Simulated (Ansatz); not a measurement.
Ansatz (a first-principles code) input:

Ansatz 0.2 input:
```yaml
crystal:
  lattice:
    - [-1.5841911397, 1.5841911397, 1.5841911397]
    - [1.5841911397, -1.5841911397, 1.5841911397]
    - [1.5841911397, 1.5841911397, -1.5841911397]
  atoms:
    - { symbol: W, position: [0.0, 0.0, 0.0] }
kpoints:
  mp_grid: { grid: [38, 38, 38] }
hamiltonian:
  xc: r2scan
  pseudopotentials: { kind: paw }
scf:
  occupations: { method: fermi_dirac, width: 0.1 }
elastic: { mode: relaxed_ion, stencil: two_point, amplitude: 0.005, f_tol: 0.0005 }
```

Output (shortened):

```
Pseudopotential: W, paw, valence charge 14
Functional definition: r2SCAN
Crystal: 1 atoms, lattice volume = 15.903 Å³
Basis set: ecut = 500 eV, 381 PW (Γ), exchange–correlation on 96×96×96 points (64 copies of the dense FFT grid, shifted against one another)
Bands: 11, of which v1, the nominal top of the filled ones, is band 7 counted from 1 (6 counted from 0)
Symmetry: 48 space group operations
Space group: Im-3m (ITA 229), of the structure as read, at distance tolerance 2.5e-5 Å
k-points: 1440 of 54872
SCF 1 converged in 9 iterations: F = -10397.306205 eV  dr2 = 1.48e-17
Crystal: 1 atoms, lattice volume = 15.903 Å³
SCF 2 converged in 2 iterations: F = -10397.306205 eV  dr2 = 1.37e-18
Crystal: 1 atoms, lattice volume = 15.824 Å³
Symmetry: 16 space group operations
k-points: 3910 of 54872
SCF 3 converged in 8 iterations: F = -10397.305453 eV  dr2 = 2.13e-14
Crystal: 1 atoms, lattice volume = 15.983 Å³
SCF 4 converged in 6 iterations: F = -10397.305579 eV  dr2 = 3.12e-14
Crystal: 1 atoms, lattice volume = 15.903 Å³
Symmetry: 8 space group operations
k-points: 7430 of 54872
SCF 5 converged in 8 iterations: F = -10397.306018 eV  dr2 = 3.85e-15
Crystal: 1 atoms, lattice volume = 15.903 Å³
SCF 6 converged in 6 iterations: F = -10397.306018 eV  dr2 = 2.48e-14
SCF converged after 2 iterations
Free energy (F): -10397.306205 eV
Harris-Foulkes:  -10397.306205 eV  (|F-HF|=5.46e-12)
Internal energy: -10397.292934 eV  (E = F + TS)
E sigma→0 (E₀):  -10397.299570 eV
Entropy (-TS):   -0.013271 eV (-13.271 meV/atom)
Fermi energy:    22.391720 eV
--- Per-component energies (eV) ---
  E_band       = -97.087401
  E_kinetic    = 450.772082
  E_local      = -601.511017  (includes V_loc(G=0)·N_el)
  E_nonlocal   = 0.960310
  E_hartree    = 216.226018
  E_xc         = -249.149049
  E_vxc        = -260.025070  (∫ρ·V_xc dr)
  E_paw        = -8593.125694  (= ΣΔE_a)
  E_vpaw       = -133.143402  (= ΣTr[D̂ρ^β])
  E_aug_tail   = -0.000056  (compensation charges beyond the density's cutoff)
  E_vtau       = 13.407715  (kinetic-family band-sum trace: ∫τ·v_τ [+ j·A + Jᵃ·Aᵃ] dr)
  E_ewald      = -1620.877581
  E_core_change = -0.587949  (= ΣΔE_core)
  E_smearing   = -0.013271  (= −TS)
  E_closure    = 0.000000  (closes the sum)
  Σ components = -10397.306205   (vs F -10397.306205, Δ=0.00e0)
--- Forces (eV/Å), atoms counted from 1 ---
  atom   1  W      0.00000000     0.00000000     0.00000000
  max |Σ_I F_I| component: 0.0 eV/Å
--- Stress (GPa, compression-positive) ---
        0.111844       0.000000       0.000000
        0.000000       0.111844       0.000000
        0.000000       0.000000       0.111844
  P = ⅓ Tr σ = 0.1118 GPa (1.118 kbar)
--- Band table (eV; the first three rows and the last of 1440) ---
  k-point 0: bands = ["-53.6533", "-16.5637", "-16.5637", "-16.5637", "12.2869", "21.0977", "21.0977", "21.0977", "24.9230", "24.9230", "37.5359"]
  k-point 1: bands = ["-53.6523", "-16.5738", "-16.5668", "-16.5638", "12.3222", "21.0759", "21.0933", "21.1314", "24.8855", "24.9228", "37.5665"]
  k-point 2: bands = ["-53.6494", "-16.6037", "-16.5761", "-16.5639", "12.4273", "21.0117", "21.0785", "21.2323", "24.7808", "24.9228", "37.6551"]
  k-point 1439: bands = ["-53.3983", "-17.5130", "-17.5130", "-17.5130", "16.3930", "16.3930", "27.6847", "27.6847", "27.6847", "30.9211", "30.9211"]
--- Elastic constants: 2 strain directions × 2 members + reference (group order 48) ---
  dense FFT box of the reference and of every strained cell: 24×24×24
  strains applied: 11, 23; error gains: componentwise 1.00 (the most a stress slope's error grows in a printed constant), spectral 1.73 (1 for all six strains …
  C = ∂σ_k/∂η_j (tension-positive GPa; Voigt order 11 22 33 23 13 12):
       555.370    202.258    202.258      0.000      0.000      0.000
       202.258    555.370    202.258      0.000      0.000      0.000
       202.258    202.258    555.370      0.000      0.000      0.000
         0.000      0.000      0.000    151.092      0.000      0.000
         0.000      0.000      0.000      0.000    151.092      0.000
         0.000      0.000      0.000      0.000      0.000    151.092
  reference stress σ⁰ (GPa):     -0.112     -0.112     -0.112      0.000      0.000      0.000
  moduli (Voigt/Reuss/Hill, GPa): K = 319.96/319.96/319.96   G = 161.28/160.34/160.81   E = 413.21   ν = 0.285
  mechanically stable: yes (min eigenvalue of sym C = 151.09 GPa)
  strain η (Voigt 11):  stress-route row diagonal C_11 = 555.37 GPa, energy-path curvature d²(F+E_count+ΔE)/dδ²/Ω₀ = 555.35 GPa
         δ    σ_11 (GPa)             F (eV)   n_scf  n_hpsi   n_pw
    -5.000e-3      -2.9360      -10397.3054526       8  875815    420   relax 0 steps, max|allowed force component| 0.00e0 eV/Å
     5.000e-3       2.6177      -10397.3055794       6  761386    420   relax 0 steps, max|allowed force component| 0.00e0 eV/Å
  strain η (Voigt 23):  stress-route row diagonal C_44 = 151.09 GPa, energy-path curvature d²(F+E_count+ΔE)/dδ²/Ω₀ = 151.13 GPa
         δ    σ_23 (GPa)             F (eV)   n_scf  n_hpsi   n_pw
    -5.000e-3      -0.7555      -10397.3060176       8  1771270    420   relax 0 steps, max|allowed force component| 0.00e0 eV/Å
     5.000e-3       0.7555      -10397.3060176       6  1424838    420   relax 0 steps, max|allowed force component| 0.00e0 eV/Å
```

Cost: very roughly 14 core-minutes on shared cores.

Symmetry was held in the r²SCAN relaxation. No spin polarisation was allowed. As this level gives no gap, shear constants depend on the k-mesh and smearing (Fermi–Dirac, 0.1 eV here). Spin–orbit coupling is left out wherever it is not named.

Potentials: the later of the program's two PAW sets.

Ansatz is a plane-wave DFT program.
